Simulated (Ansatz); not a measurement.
Theory: DFT PBE, scalar-relativistic, plane waves, PAW (Ansatz). All cells share a 420 eV cutoff and Γ-centred k meshes spaced at most about 0.3 Å⁻¹ (2π included). No spin polarisation in the final relaxations.

Temperature and zero-point effects are left out.

Two forms of Y₃AlN₄ were relaxed alike.

A.

Space group I4/mmm (No. 139). a = 4.817 Å, b = 4.817 Å, c = 9.306 Å, α = 90.00°, β = 90.00°, γ = 90.00°
| atom | site | symmetry | x | y | z |
| --- | --- | --- | --- | --- | --- |
| Y | 2a | 4/mmm | 0.0000 | 0.0000 | 0.0000 |
| Y | 4d | -4m2 | 0.0000 | 0.5000 | 0.2500 |
| Al | 2b | 4/mmm | 0.5000 | 0.5000 | 0.0000 |
| N | 4e | 4mm | 0.5000 | 0.5000 | 0.2288 |
| N | 4c | mmm. | 0.0000 | 0.5000 | 0.0000 |

B.

Space group Pmmm (No. 47). a = 3.338 Å, b = 4.824 Å, c = 6.670 Å, α = 90.00°, β = 90.00°, γ = 90.00°
| atom | site | symmetry | x | y | z |
| --- | --- | --- | --- | --- | --- |
| Y | 2t | mm2 | 0.5000 | 0.5000 | 0.2404 |
| Y | 1c | mmm | 0.0000 | 0.0000 | 0.5000 |
| Al | 1a | mmm | 0.0000 | 0.0000 | 0.0000 |
| N | 1g | mmm | 0.0000 | 0.5000 | 0.5000 |
| N | 2s | mm2 | 0.5000 | 0.0000 | 0.7744 |
| N | 1e | mmm | 0.0000 | 0.5000 | 0.0000 |

Task: Which would you expect to be lower, and how large is the difference?

Result: B is lower, by 20 meV/atom. A has Y and Al ordered on rock salt sites, space group I4/mmm (No. 139), 13.5 Å³/atom and a gap of 0.48 eV on its mesh; B has Y and Al ordered on rock salt sites, space group Pmmm (No. 47), 13.4 Å³/atom and a gap of 0.43 eV. Counting N atoms around Al and Y (those within 1.25 times the shortest such distance or 1.15 times the sum of covalent radii; a plus sign parts nearer from farther groups), A has Y 6, Al 2+4 and B has Y 6, Al 6. Both come from invented guesses. A third cell relaxed alike, in Pm, lies 50 meV/atom below the lower of the two; the Pmmm cell fell into it when its atoms were moved at random.

Kohn–Sham gaps at this level usually fall short of measured ones. Cells relaxed within their symmetry can be saddle points; a later kick test found a lower structure for Y3AlN4 Pmmm.
